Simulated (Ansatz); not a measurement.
# CdHg₂Se₃: rattling a relaxed structure

The structure comes from a generated guess, relaxed at this level; another structure or a mixture of phases may lie lower.

All numbers below come from Ansatz, DFT PBE, scalar-relativistic, plane waves, PAW. Plane waves to 420 eV, a k mesh through Γ of 8×8×4 on the computed 6-atom cell and Gaussian smearing (0.02 eV); no spin polarisation.

The cell below (6 atoms, space group C2 (No. 5)) is relaxed within its symmetry.

```
CELL_PARAMETERS angstrom
3.67626 -2.36645 0.00000
3.67626 2.36645 0.00000
-0.98607 0.00000 10.01521
ATOMIC_POSITIONS crystal
Cd 0.36268 0.63732 0.00000
Hg 0.99615 0.28203 0.67063
Hg 0.71797 0.00385 0.32937
Se 0.51102 0.48898 0.50000
Se 0.94663 0.53445 0.15407
Se 0.46555 0.05337 0.84593
```

For the test a repeat of it with 12 atoms (edges 4.37, 7.99, 10.06 Å) was strained at random (σ = 1.5 % a component), the atoms were moved at random (σ = 0.15 Å), and all was relaxed again on a coarse 4×2×2 mesh (in the run’s order of axes) with 0.10 eV smearing, with no symmetry imposed.

Spin–orbit coupling, which can matter for Hg, is left out.

Question: Is the structure stable against such a distortion?

Answer: It returns, within 1 meV/atom of the unmoved cell on that mesh and with the same symmetry when read at 0.1 Å (P1 at 0.01 Å, so small strains and shifts remain). So it is stable against the distortions that fit this cell and that this random move excites. Modes that don't fit the cell aren't tested.
